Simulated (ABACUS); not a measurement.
Worked example: self-consistent single point of InP (Imm2, 2 atoms in the cell; from Materials Project mp-20351, changed as shown) in ABACUS.

Computed with LDA (PW92), numerical atomic orbitals DZP (confined pseudo-atomic orbitals with Gaussian additions; energy shift 0.003 Ry), PseudoDojo 0.4 standard norm-conserving LDA (tails mended) pseudopotentials run with ABACUS 3.10.1.

The change in words: atom 1 moved by +0.04 angstrom along z. Reference geometry (F-43m):
```xyz
2
Lattice="0.0000 3.0213 3.0213 3.0213 0.0000 3.0213 3.0213 3.0213 0.0000" Properties=species:S:1:pos:R:3 pbc="T T T"
In     0.0000     0.0000     0.0000
P      1.5107     1.5107     1.5107
```

Reference input (self-consistent single point, DFT, LDA (PW92), numerical atomic orbitals DZP (confined pseudo-atomic orbitals with Gaussian additions; energy shift 0.003 Ry), PseudoDojo 0.4 standard norm-conserving LDA (tails mended) pseudopotentials): basis = DZP numerical atomic orbitals, energy shift 0.003 Ry; KPT = Gamma 6 6 6 0 0 0; basis_type = lcao; dft_functional = PWLDA; ecutwfc = 100 Ry; smearing_method = fd; smearing_sigma = 0.000734986 Ry; potentials = PseudoDojo 0.4 standard norm-conserving LDA (tails mended); symmetry = 1; symmetry_prec = 1e-05; ks_solver = genelpa; scf_nmax = 100. This run's input differs from it in these lines:

```diff
@@ -44,3 +44,3 @@
 1
-   0.0000000000    0.0000000000    0.0000000000 1 1 1
+   0.0000000000    0.0000000000    0.0400026210 1 1 1
```

The program printed (abridged):

```
 SELF-CONSISTENT
 -------------------------------------------

                  longest orb rcut (Bohr) = 9.7
   longest nonlocal projector rcut (Bohr) = 2.42
                     search radius (Bohr) = 24.2

                          real space grid = [ 54, 54, 54 ]
                                 init_chg = atomic

 LCAO ALGORITHM --------------- ION=   1  ELEC=   1--------------------------------

 Density error is 0.0727461772112
 E_KohnSham     -146.4115094843      -1992.0307817681
 E_Fermi        0.4000038009         5.4423309142

 LCAO ALGORITHM --------------- ION=   1  ELEC=   2--------------------------------

   [... lines left out ...]

   [... 7 blocks of this kind left out ...]

 LCAO ALGORITHM --------------- ION=   1  ELEC=  10--------------------------------

 Density error is 1.11065270614e-07
 E_KohnSham     -146.4166764857      -1992.1010824284
 E_Fermi        0.4312823122         5.8678968920

 LCAO ALGORITHM --------------- ION=   1  ELEC=  11--------------------------------

 Density error is 1.36325907266e-08
 E_KohnSham     -146.4166764858      -1992.1010824289
 E_KS(sigma->0) -146.4166728704      -1992.1010332393
 E_entropy(-TS) -0.0000072307        -0.0000983792
 E_Fermi        0.4312822816         5.8678964763
 charge density convergence is achieved
 final etot is -1992.1010824 eV
 EFERMI = 5.8678964763 eV

 STATE ENERGY(eV) AND OCCUPATIONS    NSPIN == 1
   [... 16 lines left out ...]

 TOTAL-FORCE (eV/Angstrom)
                       In1         0.0000000000         0.0000000000        -0.2569270479
                        P1         0.0000000000         0.0000000000         0.2569270479

 TOTAL-STRESS (KBAR)
       -56.1582864073         5.6276282217         0.0000000000
         5.6276282217       -56.1582864073        -0.0000000000
         0.0000000000        -0.0000000000       -56.3712628725
 TOTAL-PRESSURE: -56.229279 KBAR

 --------------------------------------------
 !FINAL_ETOT_IS -1992.1010824289246557 eV
 --------------------------------------------
```

The run converged in 11 iterations. Against the reference run the free energy goes up by 2.6 meV/atom, the pressure hardly changes (-5.69 to -5.62 GPa) and the largest force goes from under 0.1 to 0.26 eV/Å.

The atom-centred basis is finite, which shifts total energies, pressures and forces against plane waves. The structure comes from a collection of computed structures, made at another level of theory; the collection holds predicted forms beside known ones. Its lattice was then scaled. No clean gap shows at this smearing width and mesh (spacing up to 0.30 Å⁻¹); the mesh is coarse for partly filled bands, so the values carry mesh errors. Semi-local functionals can close small gaps.

Cost on one core: about 18 core-seconds (a rough figure).

The atomic orbitals were generated for these runs; they are not ABACUS's published sets and were checked against plane waves on a few crystals only.

“Tails mended”: in these copies of the files the far tail of each local potential was reset to the Coulomb form.
